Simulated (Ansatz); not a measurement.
A frame of BaBi6O10 from dynamics at 2450 K, with the forces (eV/Å) computed on a k mesh in the last three columns. Level of theory: Ansatz 0.2.0, DFT PBE, scalar-relativistic, plane waves, PAW.

Settings: cutoff 420 eV, Γ-centred mesh 3×3×3 on the computed 17-atom cell, Fermi–Dirac smearing of 0.21 eV; no spin polarisation.

```xyz
17
Lattice="6.899 0.366 -0.303 0.366 6.543 0.065 -0.303 0.065 6.702" Properties=species:S:1:pos:R:3:forces:R:3 pbc="T T T"
Bi    3.265    6.005    6.361    1.040   -0.290   -0.160
Bi    3.915    0.601    3.238    0.760    1.860   -0.700
Bi    3.701    2.807    6.321    1.110   -0.490   -2.440
Bi    0.430    0.480    1.125   -0.940   -1.760    1.860
Bi    2.788    3.917    3.060   -1.450   -0.130    0.970
Bi    5.718    4.487    1.731    2.600    1.350    0.920
O     6.214    2.670   -0.024   -0.710    0.160    0.520
O     3.693    2.582    1.610   -0.190   -0.560    1.070
O     3.204    5.911    2.040    0.470    0.030   -3.350
O     0.866    4.344    1.795    1.150   -0.760   -0.090
O     6.853    6.063    3.346   -1.670    0.190   -1.160
O     2.883    6.017    4.208   -0.580   -1.500    2.780
O     1.223    5.929    6.207   -1.460    1.070    0.860
O     2.200    1.882    3.756   -0.190    0.800    0.260
O     4.981    3.538    4.091   -0.980    0.040   -1.010
O     5.793    6.545    0.463    0.110   -0.240    0.480
Ba   -0.124    1.389    4.704    0.930    0.240   -0.830
```

Static pressure 8.7 GPa (no kinetic part), no gap on the mesh.

Counting as bonded all pairs within 1.2 times the summed covalent radii, but none from a metal cation to another cation:

```tsv
atom → neighbour	mean count	mean length (Å)	spread (Å)
Ba → O	6.00	2.70	0.28
Bi → O	3.50	2.24	0.15
O → Ba	0.60	2.70	0.28
O → Bi	2.10	2.24	0.15
```

Angles between all pairs of such bonds at an atom (mean ± spread): 100 ± 35° at Ba, 99 ± 32° at Bi, 116 ± 21° at O.

Spin-orbit coupling is left out, which matters for the bands of heavy elements.

Cost: 1 run of about 1.2 core-minutes, on Intel Xeon Platinum 8375C (Ice Lake) (shared hosts).